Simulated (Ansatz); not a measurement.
K$_{2}$S:
```yaml
crystal:
  lattice:
    - [0.00000, 3.73106, 3.73106]
    - [3.73106, 0.00000, 3.73106]
    - [3.73106, 3.73106, 0.00000]
  atoms:
    - { symbol: K, position: [0.25000, 0.25000, 0.25000] }
    - { symbol: K, position: [0.75000, 0.75000, 0.75000] }
    - { symbol: S, position: [0.00000, 0.00000, 0.00000] }
```

x, y and z are the axes in which the lattice vectors are written.

Problem. Give the high-frequency dielectric tensor and the Born effective charge tensors of the independent atoms from DFPT, DFT-PBE in the program Ansatz with PAW potentials.

Solution. 
ε∞:
```
3.10  0.00  0.00
0.00  3.10  0.00
0.00  0.00  3.10
```
Z* of atom 1 (K), rows: field, columns: displacement, in e:
```
0.98  0.00  0.00
0.00  0.98  0.00
0.00  0.00  0.98
```
Z* of atom 3 (S), rows: field, columns: displacement, in e:
```
-1.95   0.00   0.00
 0.00  -1.95   0.00
 0.00   0.00  -1.95
```

Static charges for comparison (Bader): K1 +0.76, S3 -1.52 e. Born charges measure polarisation by displacement and can exceed these by far.

Space group Fm-3m (anti-fluorite). The cell was relaxed with PBE under the symmetry of its start; phonons on a q-mesh show no instability.

Potentials: the later of the program's two PAW sets.
